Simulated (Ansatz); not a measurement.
Cu$_{3}$Si in space group I4/mmm (No. 139; Si on 2a, Cu on 4d, Cu on 2b) at seven volumes, PBEsol in the plane-wave PAW code Ansatz, shape and atoms relaxed at each. One row is withheld.

```
V (Å³/atom)  P (GPa)
-----------  -------
10.465         19.87
10.810         12.02
11.155          5.48
11.500          0.00
11.845             ?
12.190         -8.36
12.535        -11.57
```

Problem. Fit the shown pressures and predict the withheld one.

Solution. Third-order Birch–Murnaghan: P = (3/2)B₀(x^(7/2) − x^(5/2))[1 + (3/4)(B′ − 4)(x − 1)] with x = (V₀/V)^(2/3). Least squares on the six rows gives V₀ = 11.501 Å³/atom, B₀ = 166.3 GPa, B′ = 4.99. At V = 11.845, x = 0.9805 and P = -4.55 GPa. The run itself gave -4.55 GPa.

The workflow started from a Materials Project entry (that database holds measured and hypothetical structures alike); the Crystallography Open Database copy checked does not list it. Its standing as an ambient phase is unchecked. Symmetry was held in the PBEsol relaxation; whether a distortion lowers the energy is not shown. The run is not spin-polarised.

Potentials: the later of the program's two PAW sets.
